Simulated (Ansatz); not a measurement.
Cu₃Au:
```yaml
crystal:
  lattice:
    - [3.67136, 0.00000, 0.00000]
    - [0.00000, 3.67136, 0.00000]
    - [0.00000, 0.00000, 3.67136]
  atoms:
    - { symbol: Cu, position: [0.00000, 0.50000, 0.50000] }
    - { symbol: Cu, position: [0.50000, 0.00000, 0.50000] }
    - { symbol: Cu, position: [0.50000, 0.50000, 0.00000] }
    - { symbol: Au, position: [0.00000, 0.00000, 0.00000] }
```

Relaxed with LDA. Special points in fractions of this cell's reciprocal vectors: Γ (0.000, 0.000, 0.000); X (0.000, 0.500, 0.000); M (0.500, 0.500, 0.000); R (0.500, 0.500, 0.500).

Task: List the band energies nearest the Fermi level at these points for DFT-LDA in the program Ansatz with PAW potentials.

Result: In eV from the Fermi level; about four levels below and three above (degenerate sets whole), none deeper than 8.9 eV; … stands for higher levels left out; points with the same levels are listed once.

```
k                                below                above
-  -----------------------------------  -------------------
Γ  -1.63 -1.63 -1.63 -1.42 -1.42 -1.42       1.10 1.10 1.10
X              -2.10 -2.07 -1.63 -1.42  5.93 5.93 6.76 6.76
M              -2.32 -0.56 -0.56 -0.39  0.40 8.79 9.75 9.75
R              -1.36 -1.31 -1.31 -1.31               2.69 …
```

Space group Pm-3m (Cu3Au type). Symmetry was held in the LDA relaxation. No spin polarisation was allowed. Spin–orbit coupling is left out wherever it is not named.

Potentials: the earlier of the program's two PAW sets. The files were generated under PBE; for other functionals the program regenerates the frozen cores, and for LDA and PBEsol the local potential too.
